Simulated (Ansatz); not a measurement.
RbCaH3 (cubic perovskite, Pm-3m), a = 4.515 Å, b = 4.515 Å, c = 4.515 Å, α = 90.00°, β = 90.00°, γ = 90.00°.

Relaxed with r²SCAN. DFT-r²SCAN in the program Ansatz with PAW potentials gives a gap of 3.77 eV.

Question: What gap does HSE06 give on the same cell (Ansatz, PAW)?

Answer: 4.46 eV, 0.69 eV more. The hybrid was solved on a coarser mesh and at special points; the gap given is the minimum over both.

```tsv
k	v1 r²SCAN	c1 r²SCAN	v1 HSE06	c1 HSE06
Γ	-0.37	6.90	…	…
R	-0.20	5.05	…	…
M	0.00	3.77	0.00	4.46
X	-0.14	6.35	…	…
```

Question: Top valence (v1) and lowest conduction level (c1) in eV from each method's valence maximum (which need not be a listed point): supply the withheld HSE06 values.

Answer: 
- X, v1 HSE06: -0.09
- X, c1 HSE06: 7.17
- R, v1 HSE06: -0.21
- R, c1 HSE06: 5.90
- Γ, v1 HSE06: -0.34
- Γ, c1 HSE06: 7.96

Cost on shared cores: the r²SCAN run (SCF on a 6×6×6 mesh, then bands and DOS) very roughly 25 core-seconds, the HSE06 run (SCF on 4×4×4, then a few points) about 50 core-seconds (a rough figure); the tasks are unlike.

The workflow started from a Materials Project entry (that database holds measured and hypothetical structures alike); the Crystallography Open Database files this formula in space group No. 221, but the cells were not matched. Whether it is the stable phase at ambient conditions was not checked. Symmetry was held in the r²SCAN relaxation; whether a distortion lowers the energy is not shown. Scalar-relativistic: spin–orbit coupling is off unless named, which matters more the heavier the elements.

Potentials: the later of the program's two PAW sets.
